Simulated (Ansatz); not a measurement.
This guess for Zn4SeS3 is about to be relaxed.

```
CELL_PARAMETERS angstrom
-2.70144 2.70144 5.40287
2.70144 -2.70144 5.40287
2.70144 2.70144 -5.40287
ATOMIC_POSITIONS crystal
Zn 0.37500 0.87500 0.00000
Zn 0.12500 0.12500 0.50000
Zn 0.87500 0.37500 0.00000
Zn 0.62500 0.62500 0.50000
Se 0.50000 0.50000 0.00000
S 0.75000 0.25000 0.50000
S 0.25000 0.75000 0.50000
S 0.00000 0.00000 0.00000
```

Method: DFT PBE, scalar-relativistic, plane waves, PAW (Ansatz 0.2.0). Cutoff 420 eV, Gaussian smearing, Γ-centred meshes. Cell and atoms relax first on a coarse mesh and then on a converged one. In between, the cell is made exact in the group found at 0.06 Å. The steps can't lower the symmetry of their start. No spin polarisation.

A guess keeps its type if space group and coordination stay and the shape of the cell changes little (axis ratios within about 15 %, angles within 6°); the volume may change.

Task: Does this structure survive the relaxation?

Result: It keeps its type. The symmetry stays I-42m (No. 121). The volume per atom grows by 6.4 %, from 19.7 to 21.0 Å³. The shortest distance goes from 2.34 Å (Zn–S and Zn–Se) to 2.36 Å (Zn–S). The ratio c/a of the conventional cell changes by a factor of 1.00. Counting neighbours within 15 % of an atom's shortest distance, the start has S 4, Se 4, Zn 4 and the end S 4, Se 4, Zn 4.

Energies over the elements count from the elements' standard structures at the same level, with no fitted energy shifts.

Task: At what energy does it end?

Result: −0.789 eV/atom. Whether it is stable depends on the other phases of the system, which aren't compared here.

The last run used an 8×8×8 mesh for its 8-atom cell and Gaussian smearing of 0.02 eV. The reference forms of S and Se are held partly by dispersion forces, which this level lacks. Symmetry constrained the relaxation, so the result can be a saddle point.
